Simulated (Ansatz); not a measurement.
Input and command of a plane-wave DFT calculation in Ansatz:

```yaml
crystal:
  lattice:
    - [4.2729048574, 0.0, 0.0]
    - [0.0, 4.2729048574, 0.0]
    - [0.0, 0.0, 4.64068]
  atoms:
    - { symbol: P, position: [0.0, 0.0, 0.0] }
basis:
  ecutwfc: 420
kpoints:
  mp_grid: { grid: [12, 12, 12] }
hamiltonian:
  xc: pbesol
  dispersion: d3bj
scf:
  occupations: { method: gaussian, width: 0.15 }
output:
  forces: true
  stress: true
  eigenvalues: true
```

```bash
ansatz run input.yaml --threads 1 --pin off --max-ram 2560MiB --backend cpu --events-out ev --progress --plain --runs-dir out
```

Processor: Intel(R) Xeon(R) Platinum 8259CL CPU @ 2.50GHz (Skylake/Cascade Lake), 1 thread, on a host shared with other jobs.

Question: Estimate time, memory and problem size.

Answer: About 5.7 s on 1 thread of Intel(R) Xeon(R) Platinum 8259CL CPU @ 2.50GHz (Skylake/Cascade Lake), with other jobs on the host, peak memory 0.47 GiB. It solves 7 bands at 196 k points (the mesh reduced by symmetry) with about 1679 plane waves, in 6 SCF iterations.
